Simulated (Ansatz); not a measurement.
Input:

Si₂W in space group P6/mmm (No. 191; W on 1a, Si on 2d), a = b = 4.3420 Å, c = 2.5936 Å, α = β = 90.00°, γ = 120.00°.

This is the PBE-relaxed structure.

Question: All from the program Ansatz at the PBE level (PAW), unless another level is named. Predict the electronic character.

Answer: metallic (no gap).

Question: Next, the density of states at the Fermi level?

Answer: 0.39 states/eV per atom (mean over ±0.08 eV).

Question: Predict the formation energy from the elements (no fitted shifts).

Answer: 339 meV/atom.

The cell is a constructed one: a structure type filled with these elements; neither database checked (COD, Materials Project) lists it. It is not the phase usual at ambient conditions (space group No. 139). Symmetry was held in the PBE relaxation; its stability against distortions is not shown here. The run is not spin-polarised. The references are the lowest solids computed at this level, not always the standard phases. Spin–orbit coupling is left out wherever it is not named.

Potentials: the later of the program's two PAW sets.
